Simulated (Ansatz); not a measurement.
SnS:
```cif
data_S4Sn4
_chemical_formula_sum 'Sn4 S4'
_space_group_name_H-M_alt 'Pnma'
_space_group_IT_number 62
_space_group_name_Hall '-P 2ac 2n'
_cell_length_a 10.98687
_cell_length_b 3.95322
_cell_length_c 4.18703
_cell_angle_alpha 90.000
_cell_angle_beta 90.000
_cell_angle_gamma 90.000
loop_
_atom_site_label
_atom_site_type_symbol
_atom_site_symmetry_multiplicity
_atom_site_Wyckoff_symbol
_atom_site_fract_x
_atom_site_fract_y
_atom_site_fract_z
_atom_site_occupancy
Sn1 Sn 4 c 0.11795 0.25000 0.10976 1
S1 S 4 c 0.35389 0.25000 0.02630 1
```

Relaxed with LDA. LDA (plane waves, PAW; program Ansatz) gives a gap of 0.51 eV.

### Question
What gap does HSE06 give on the same cell (Ansatz, PAW)?

### Answer
0.83 eV, 0.32 eV more. The hybrid was solved on a coarser mesh and at special points; its gap is the smallest among all of these.

| k | v1 LDA | c1 LDA | v1 HSE06 | c1 HSE06 |
|---|---|---|---|---|
| Γ | -0.83 | 0.54 | (withheld) | (withheld) |
| X | -0.86 | 2.48 | (withheld) | (withheld) |
| Z | -0.23 | 1.26 | -0.22 | 1.61 |
| U | -0.11 | 1.12 | -0.14 | 1.46 |
| Y | -0.90 | 0.93 | -1.21 | 1.25 |
| S | -1.15 | 1.45 | (withheld) | (withheld) |
| T | -1.76 | 2.60 | -2.26 | 3.05 |
| R | -1.94 | 2.39 | (withheld) | (withheld) |

### Question
Top valence (v1) and lowest conduction level (c1) in eV from each method's valence maximum (which need not be a listed point): supply the withheld HSE06 values.

### Answer

- R, v1 HSE06: -2.46
- R, c1 HSE06: 2.79
- Γ, v1 HSE06: -1.19
- Γ, c1 HSE06: 0.86
- S, v1 HSE06: -1.43
- S, c1 HSE06: 1.81
- X, v1 HSE06: -1.24
- X, c1 HSE06: 2.88

Cost on shared cores: the LDA run (SCF on a 3×7×7 mesh, then bands and DOS) very roughly 5 core-minutes, the HSE06 run (SCF on 2×4×4, then a few points) roughly 8 core-minutes; the tasks are unlike.

The LDA relaxation kept the symmetry of its start. A crystal of weakly bound layers computed without a dispersion correction: the cell and the soft elastic constants depend strongly on that. Spin–orbit coupling is left out wherever it is not named.

Potentials: the later of the program's two PAW sets.
